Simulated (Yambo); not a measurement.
RbBr (CsCl type, space group Pm-3m, No. 221); a = b = c = 4.072 Å, α = β = γ = 90.00°. With the G0W0 scissor the direct gap on the mesh is 6.43 eV.

Q: Can the lowest exciton of this BSE run be trusted, and with what binding energy? (Yambo, PBEsol bands; 6×6×6 mesh, 6 valence and 6 conduction bands, static screening with 68 bands and a 4 Ry block, scissor 2.41 eV, Tamm-Dancoff.)

A: No. The lowest state covers only about 2 of the 216 k points, so the mesh doesn't resolve it: its energy and its distance from the direct gap are mesh artefacts. An extended exciton needs a far denser mesh. The scissor comes from a G0W0 run whose convergence isn't established. 

Spin-orbit coupling is included.

Geometry relaxed with PBEsol.

This is not the ordinary phase of the substance; no match was found in the copy of COD used, and its stability was not checked.
